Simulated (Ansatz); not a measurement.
**Cost of a DFT run on NbSn7O16**

```yaml
crystal:
  lattice:
    - [-4.738, 4.738, 3.1865]
    - [4.738, -4.738, 3.1865]
    - [4.738, 4.738, -3.1865]
  atoms:
    - { symbol: Nb, position: [0.0, 0.0, 0.0], spin: 1.0 }
    - { symbol: Sn, position: [0.5, 0.5, 0.0] }
    - { symbol: Sn, position: [0.5, 0.0, 0.5] }
    - { symbol: Sn, position: [0.0, 0.5, 0.5] }
    - { symbol: Sn, position: [0.5, 0.5, 0.5] }
    - { symbol: Sn, position: [0.0, 0.0, 0.5] }
    - { symbol: Sn, position: [0.0, 0.5, 0.0] }
    - { symbol: Sn, position: [0.5, 0.0, 0.0] }
    - { symbol: O, position: [0.15355, 0.15355, 0.3071] }
    - { symbol: O, position: [0.65355, 0.65355, 0.3071] }
    - { symbol: O, position: [0.65355, 0.15355, 0.8071] }
    - { symbol: O, position: [0.15355, 0.65355, 0.8071] }
    - { symbol: O, position: [0.65355, 0.34645, 0.5] }
    - { symbol: O, position: [0.15355, 0.84645, 0.5] }
    - { symbol: O, position: [0.15355, 0.34645, 0.0] }
    - { symbol: O, position: [0.65355, 0.84645, 0.0] }
    - { symbol: O, position: [0.34645, 0.34645, 0.6929] }
    - { symbol: O, position: [0.84645, 0.84645, 0.6929] }
    - { symbol: O, position: [0.84645, 0.34645, 0.1929] }
    - { symbol: O, position: [0.34645, 0.84645, 0.1929] }
    - { symbol: O, position: [0.34645, 0.65355, 0.5] }
    - { symbol: O, position: [0.84645, 0.15355, 0.5] }
    - { symbol: O, position: [0.84645, 0.65355, 0.0] }
    - { symbol: O, position: [0.34645, 0.15355, 0.0] }
magnetization:
  spin_polarized: true
kpoints:
  mp_grid: { grid: [4, 4, 4] }
scf:
  occupations: { method: fermi_dirac, width: 0.01 }
hamiltonian:
  xc: pbe
  pseudopotentials: { kind: paw }
output:
  forces: true
  stress: true
  populations: true
  efg:
    quadrupole_moments_barn: { Nb: -0.32, Sn: -0.132, O: -0.02558 }
    contact_densities: true
```

The quadrupole moment typed for Sn is that of the 23.9 keV Mössbauer state of ¹¹⁹Sn; the ground state has I = 1/2 and no quadrupole moment.

```sh
ansatz run input.yaml --threads 4 --pin off --max-ram 8192MiB --backend cpu --events-out ev --progress --plain --runs-dir out
```

It runs on 4 threads of Arm Neoverse N1 (aarch64; 8 cores open to the job, memory cap 8.0 GiB, no GPU), a shared host with a load of 0.6 a core.

Question: Estimate the wall time and the peak memory.

Answer: About 77 s of wall time (5 min of CPU time) and 1.8 GiB. The run holds 207 valence electrons in 128 bands, about 5619 plane waves a k-point and 18 irreducible k-points, and took 12 SCF iterations. Times on a shared host vary by tens of per cent.
